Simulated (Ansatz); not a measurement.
Data:

TePdSe:
```yaml
crystal:
  lattice:
    - [3.91001, 0.00000, 0.00000]
    - [-1.95500, 3.38617, 0.00000]
    - [0.00000, 0.00000, 4.99753]
  atoms:
    - { symbol: Te, position: [0.00000, 0.00000, 0.72754] }
    - { symbol: Pd, position: [0.33333, 0.66667, 0.00930] }
    - { symbol: Se, position: [0.66667, 0.33333, 0.26316] }
```

This is the r²SCAN+D4-relaxed structure.

**Question.** All from plane-wave PAW r²SCAN+D4 (Ansatz code), unless another level is named. Predict the formation energy from the elements (no fitted shifts).

**Answer.** -0.34 eV/atom.

**Question.** Next, the density of states at the Fermi level?

**Answer.** 0.41 states/eV per atom (mean over ±0.08 eV).

**Question.** Next, the gap with spin–orbit coupling?

**Answer.** none (metallic).

Space group P3m1. The workflow started from a Materials Project entry (that database holds measured and hypothetical structures alike); the Crystallography Open Database copy checked does not list it. With Te and Se taken as one species the cell has the higher symmetry P-3m1, so it may be an ordered model of a mixed-site phase. Its standing as an ambient phase is unchecked. The cell was relaxed with r²SCAN+D4 under the symmetry of its start; its stability against distortions is not shown here. No spin polarisation was allowed. The references are the lowest solids computed at this level, not always the standard phases. Scalar-relativistic: spin–orbit coupling is off unless named, which matters more the heavier the elements.

Potentials: the later of the program's two PAW sets.
